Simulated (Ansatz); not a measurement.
CdS (zinc blende, F-43m), LDA in the plane-wave PAW code Ansatz. The conduction-band minimum lies at Γ, with 1 equivalent valley. Second derivatives d²E/dk² of the lowest band at one valley (eV·Å²), along Cartesian directions:

```csv
direction,d²E/dk²
[100],72.48
[010],72.48
[001],72.48
[110],72.42
[101],72.42
[011],72.42
```

Task: Find the principal effective masses, the density-of-states mass and the conductivity mass.

Result: Off-diagonal terms follow from H_xy = H[110] − (H_xx + H_yy)/2, and m*/mₑ = 7.620 eV·Å² over each eigenvalue: 0.11, 0.11, 0.11. One valley's DOS mass (m₁m₂m₃)^(1/3) = 0.11, conductivity mass 3/(Σ 1/mᵢ) = 0.11 mₑ.

Task: What effective density of states Nc follows at 300 K for parabolic valleys?

Result: Nc = 2.509e19 × 1 × (0.11)^(3/2) ≈ 9.2e17 cm⁻³.

Task: With the computed static dielectric constant 9.79 (mean of the diagonal), estimate a hydrogenic donor's binding energy and radius.

Result: E = 13.606 eV × 0.11/9.79² ≈ 16 meV; a = 0.529 Å × ε/m* ≈ 47 Å. Semilocal masses tend to be too small where the gap is.

Task: With ε∞ = 6.63 and ω_LO = 297 cm⁻¹, what Fröhlich coupling constant follows?

Result: α = (1/ε∞ − 1/ε0) √(m* × 13.606 eV/ħω_LO) = 0.31.

The cell was relaxed with LDA under the symmetry of its start; phonons on a q-mesh show no instability. Spin–orbit coupling is left out wherever it is not named.

Potentials: the later of the program's two PAW sets.
